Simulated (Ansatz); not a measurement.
## Eigenvalues along a path: MnSe (rocksalt type)

```yaml
crystal:
  lattice:
    - [0.00000, 1.97921, 1.97921]
    - [1.97921, 0.00000, 1.97921]
    - [1.97921, 1.97921, 0.00000]
  atoms:
    - { symbol: Mn, position: [0.00000, 0.00000, 0.00000] }
    - { symbol: Se, position: [0.50000, 0.50000, 0.50000] }
```

The cell comes from a relaxation on PAW files under the same functional, begun from a prototype that needn't be the stable phase.

Level of theory: DFT with PBEsol, scalar-relativistic, in Ansatz 0.2.0; a Γ-centred 15×15×15 k mesh, Fermi–Dirac smearing of 0.08 eV, spin-polarised from start moments Mn1 3 μB. LAPW: all electrons, basis error target 1 meV/atom.

This run: volume at 0.43 of the series' base cell.

Antiferromagnetic order, which Cr and Mn prefer near zero pressure, wasn't tried. The start moments died away, and the runs ended non-magnetic.

Path points, in fractions of the reciprocal vectors: Γ (0.000, 0.000, 0.000), X (0.500, 0.000, 0.500), U (0.625, 0.250, 0.625), K (0.375, 0.375, 0.750), L (0.500, 0.500, 0.500), W (0.500, 0.250, 0.750). The distance column jumps between branches of the path. Levels in eV from the Fermi level; bands 18 to 28, counted from the lowest band of the run. The gap is zero, the pressure 368.4 GPa.

```
# k(1/Å) point b18 b19 b20 b21 b22 b23 b24 b25 b26 b27 b28
0.000 Γ -22.90 -4.63 -4.63 -4.63 -3.56 -3.56 0.04 0.04 0.04 8.69 14.95
0.198 - -22.73 -4.81 -4.77 -4.77 -4.53 -3.52 0.28 0.28 0.85 8.84 14.67
0.397 - -22.25 -6.29 -5.28 -5.08 -5.08 -3.38 0.79 0.79 2.19 9.21 14.16
0.595 - -21.51 -8.06 -5.90 -5.35 -5.35 -3.17 1.22 1.22 3.37 9.61 12.59
0.794 - -20.60 -9.56 -6.55 -5.48 -5.48 -2.92 1.27 1.27 4.24 9.84 9.93
0.992 - -19.67 -10.66 -7.13 -5.44 -5.44 -2.65 0.89 0.89 4.46 7.88 10.16
1.190 - -18.89 -11.28 -7.58 -5.26 -5.26 -2.41 0.29 0.29 3.49 7.41 10.30
1.389 - -18.42 -11.49 -7.86 -5.04 -5.04 -2.25 -0.26 -0.26 2.30 7.61 10.39
1.587 X -18.26 -11.50 -7.95 -4.93 -4.93 -2.19 -0.48 -0.48 1.83 7.73 10.42
1.657 - -18.25 -11.50 -8.02 -5.02 -4.90 -2.07 -0.49 -0.47 1.82 7.79 10.42
1.728 - -18.21 -11.48 -8.21 -5.25 -4.82 -1.77 -0.52 -0.45 1.82 7.98 10.42
1.798 - -18.14 -11.45 -8.50 -5.56 -4.69 -1.34 -0.57 -0.40 1.81 8.25 10.46
1.868 - -18.05 -11.40 -8.87 -5.90 -4.51 -0.83 -0.63 -0.33 1.78 8.53 10.59
1.938 - -17.94 -11.34 -9.31 -6.24 -4.29 -0.72 -0.27 -0.25 1.74 8.73 10.90
2.008 - -17.81 -11.27 -9.78 -6.57 -4.02 -0.82 -0.15 0.33 1.67 8.78 11.44
2.078 - -17.68 -11.18 -10.26 -6.88 -3.72 -0.94 -0.04 0.95 1.58 8.70 12.16
2.148 U -17.55 -11.07 -10.73 -7.16 -3.38 -1.08 0.09 1.47 1.59 8.54 13.02
3.121 K -17.55 -11.07 -10.73 -7.16 -3.38 -1.08 0.09 1.47 1.59 8.54 13.02
3.331 - -17.38 -11.78 -10.65 -7.80 -2.22 -1.57 0.53 1.05 3.59 7.86 13.14
3.541 - -17.88 -11.85 -10.05 -8.10 -2.16 -1.22 0.69 1.01 5.58 7.31 11.37
3.752 - -18.96 -10.94 -9.28 -8.03 -2.78 -1.27 0.92 1.38 7.17 7.42 10.10
3.962 - -20.19 -9.49 -8.32 -7.58 -3.38 -2.00 1.13 1.50 7.12 8.59 9.40
4.173 - -21.30 -7.80 -7.21 -6.76 -3.90 -2.81 0.94 1.28 5.30 9.18 10.54
4.383 - -22.17 -6.13 -6.05 -5.63 -4.30 -3.46 0.59 0.82 3.08 9.09 12.68
4.594 - -22.71 -5.06 -4.92 -4.55 -4.34 -3.71 0.22 0.29 1.07 8.85 14.34
4.804 Γ -22.90 -4.63 -4.63 -4.63 -3.56 -3.56 0.04 0.04 0.04 8.69 14.95
4.976 - -22.77 -4.99 -4.67 -4.67 -3.89 -3.89 -0.03 0.59 0.59 8.80 14.65
5.148 - -22.41 -5.97 -5.23 -5.23 -4.00 -4.00 -0.19 1.80 1.80 8.94 14.10
5.320 - -21.81 -7.35 -6.12 -6.12 -3.66 -3.66 -0.34 3.20 3.20 8.65 13.65
5.491 - -21.01 -8.93 -6.96 -6.96 -3.16 -3.16 -0.40 4.60 4.60 7.70 12.43
5.663 - -20.03 -10.57 -7.66 -7.66 -2.58 -2.58 -0.33 5.86 5.86 6.46 11.10
5.835 - -18.94 -12.15 -8.17 -8.17 -2.00 -2.00 -0.12 5.26 6.88 6.88 9.88
6.007 - -17.87 -13.52 -8.48 -8.48 -1.57 -1.57 0.13 4.36 7.64 7.64 8.93
6.179 L -17.30 -14.19 -8.59 -8.59 -1.40 -1.40 0.26 4.00 8.16 8.16 8.32
6.319 - -17.30 -14.11 -8.67 -8.55 -1.44 -1.41 0.21 4.17 6.99 7.16 9.35
6.459 - -17.31 -13.85 -8.91 -8.44 -1.53 -1.44 0.06 4.42 5.71 6.52 10.23
6.600 - -17.33 -13.43 -9.25 -8.30 -1.59 -1.52 -0.13 4.13 4.46 6.83 10.87
6.740 - -17.35 -12.87 -9.64 -8.18 -1.66 -1.59 -0.27 3.28 3.46 7.81 11.29
6.880 - -17.37 -12.22 -10.00 -8.16 -1.79 -1.52 -0.33 2.20 2.78 9.01 11.57
7.021 - -17.38 -11.51 -10.30 -8.33 -1.75 -1.41 -0.35 1.21 2.22 10.25 11.75
7.161 - -17.39 -10.87 -10.49 -8.65 -1.50 -1.31 -0.38 0.41 1.84 11.35 11.85
7.301 W -17.39 -10.55 -10.55 -8.86 -1.26 -1.26 -0.48 0.08 1.70 11.88 11.88
7.400 - -17.43 -10.79 -10.27 -8.74 -1.66 -0.96 -0.48 0.03 1.71 11.30 12.65
7.500 - -17.54 -11.00 -9.94 -8.42 -2.14 -0.75 -0.48 -0.10 1.73 10.90 12.12
7.599 - -17.70 -11.16 -9.58 -7.91 -2.68 -0.62 -0.48 -0.33 1.76 10.64 10.87
7.698 - -17.87 -11.29 -9.18 -7.27 -3.27 -0.64 -0.54 -0.48 1.79 9.79 10.50
7.797 - -18.03 -11.39 -8.78 -6.55 -3.85 -1.05 -0.50 -0.48 1.81 8.90 10.43
7.896 - -18.15 -11.45 -8.38 -5.82 -4.38 -1.53 -0.49 -0.48 1.82 8.25 10.41
7.996 - -18.24 -11.49 -8.08 -5.20 -4.78 -1.98 -0.48 -0.48 1.82 7.86 10.41
8.095 X -18.26 -11.50 -7.95 -4.93 -4.93 -2.19 -0.48 -0.48 1.83 7.73 10.42
```
